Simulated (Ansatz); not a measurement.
**What settings do to one calculation: B started on a Be site next to a Be vacancy in zincblende BeS, 15 atoms, charge −2**

Ansatz (PAW, plane waves), atoms fixed. The base input:

```yaml
crystal:
  lattice:
    - [9.675994, 0.000000, 0.000000]
    - [0.000000, 4.837997, 0.000000]
    - [0.000000, 0.000000, 4.837997]
  atoms:
    - { symbol: Be, position: [0.998317, 0.997700, 0.004074] }
    - { symbol: Be, position: [0.246442, 0.507029, 0.998593] }
    - { symbol: Be, position: [0.750855, 0.496917, 0.997830] }
    - { symbol: Be, position: [0.250410, 0.996839, 0.499073] }
    - { symbol: Be, position: [0.750031, 0.994738, 0.503606] }
    - { symbol: Be, position: [0.997336, 0.499154, 0.504391] }
    - { symbol: S, position: [0.125102, 0.246534, 0.250720] }
    - { symbol: S, position: [0.625835, 0.253259, 0.250615], spin: 0.2 }
    - { symbol: S, position: [0.379748, 0.755226, 0.250062], spin: 0.2 }
    - { symbol: S, position: [0.877096, 0.748665, 0.257243] }
    - { symbol: S, position: [0.377423, 0.250507, 0.747718], spin: 0.2 }
    - { symbol: S, position: [0.877584, 0.248751, 0.737738] }
    - { symbol: S, position: [0.128005, 0.750264, 0.749572] }
    - { symbol: S, position: [0.625901, 0.752352, 0.749776], spin: 0.2 }
    - { symbol: B, position: [0.503804, 0.504654, 0.499426], spin: 0.2 }
kpoints:
  mp_grid: { grid: [2, 2, 2], shift: [0.5, 0.5, 0.5] }
hamiltonian:
  xc: pbesol
total_charge: -2
magnetization:
  spin_polarized: true
scf:
  occupations: { method: fermi_dirac, width: 0.01 }
output:
  forces: true
  eigenvalues: true
  populations: true
  charged_corrections: { epsilon: 7.1 }
```

Command:

```sh
ansatz run in.yaml --threads 8 --pin off --max-ram 13300MiB --runs-dir r --events-out ev --progress --plain
```

It converged in 13 iterations and 2.7 s of wall time on 8 threads of a Platinum 8259CL processor, on a host shared with other runs; peak host memory 0.76 GiB; largest force component 1.26 eV/Å. The cutoff was the default, 420 eV. The base isn't a converged reference: it has few k points, and its atoms are unrelaxed. Each run below changes the keys shown and caps the iterations.

| run | changed | ending | iterations | free energy less the base (meV per atom) | rms change of forces (eV/Å) | change of pressure (GPa) | wall time (s, shared host) |
| --- | --- | --- | --- | --- | --- | --- | --- |
| 1 | mixing beta 0.03, max_iter 50 | converged | 29 | 0.0 | 0.000 | – | 3.9 CPU |
| 2 | ecutwfc 180 eV, mixing beta 0.01, accuracy high, max_iter 80 | converged | 38 | 358.2 | 0.060 | – | 2.4 CPU |
| 3 | occupations gaussian, max_iter 50 | converged | 15 | 0.0 | 0.000 | – | 2.8 CPU |
| 5 | n_extra_bands 1, max_iter 100, k points the Γ point alone | converged | 18 | 237.5 | 0.874 | – | 1.4 CPU |
| 6 | accuracy high, mixing beta 0.01, xc lda, max_iter 80 | converged | 38 | other zero | 0.038 | – | 4.4 CPU |
| 7 | mixing algorithm msr1, max_iter 90 | converged | 13 | 0.0 | 0.000 | – | 2.7 CPU |
| 8 | ecutrho_ratio 1, max_iter 50, total_charge -3 | converged | 15 | other zero | 0.226 | – | 2.6 CPU |
| 9 | mixing beta 1.0, max_iter 70 | converged | 11 | 0.0 | 0.000 | – | 2.9 CPU |
| 10 | accuracy high, xc_grid 3 (2 is the default), max_iter 100 | converged | 13 | 0.0 | 0.000 | – | 3 CPU |

«Other zero»: another functional, charge or dispersion term moves the zero of energy, so the difference says nothing of accuracy.

Runs lost to time or memory, or doubtful for a known weakness of the program, are left out.

**Question.** Which changes leave the result alone, and which of the same physical model moves the forces most?

**Answer.** The forces move by under 0.002 eV/Å in runs 1, 3, 7, 9, 10. Run 5 (n_extra_bands 1, max_iter 100, k points the Γ point alone) moves them most among the runs with the same functional, charge and dispersion term, by 0.874 eV/Å.
